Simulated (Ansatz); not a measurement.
AgAu:
```yaml
crystal:
  lattice:
    - [2.84362, 0.00000, 0.00000]
    - [0.00000, 2.84362, 0.00000]
    - [0.00000, 0.00000, 4.14846]
  atoms:
    - { symbol: Ag, position: [0.50000, 0.50000, 0.50000] }
    - { symbol: Au, position: [0.00000, 0.00000, 0.00000] }
```

Relaxed with PBEsol.

Q: Decompose the optical modes at the zone centre into irreducible representations, and say which are infrared and Raman allowed.

A: Point group 4/mmm: Γ_opt = A2u + Eu. Infrared: A2u, Eu. Raman: none.

Q: Assign frequencies (DFPT, PBEsol (plane waves, PAW; program Ansatz)).

A: Eu 98, A2u 164 cm⁻¹.

Space group P4/mmm (L1₀ or tetragonal B2). The start of the workflow was typed in or built on a structure type; neither database checked (COD, Materials Project) lists it. Whether it is the stable phase at ambient conditions was not checked. The PBEsol relaxation kept the symmetry of its start; its stability against distortions is not shown here. The run is not spin-polarised. As this level gives no gap, phonon frequencies hold no LO–TO term and depend on the k-mesh and smearing (Fermi–Dirac, 0.1 eV here). Scalar-relativistic: spin–orbit coupling is off unless named, which matters more the heavier the elements.

Potentials: the earlier of the program's two PAW sets. The files were generated under PBE; for other functionals the program regenerates the frozen cores, and for LDA and PBEsol the local potential too.
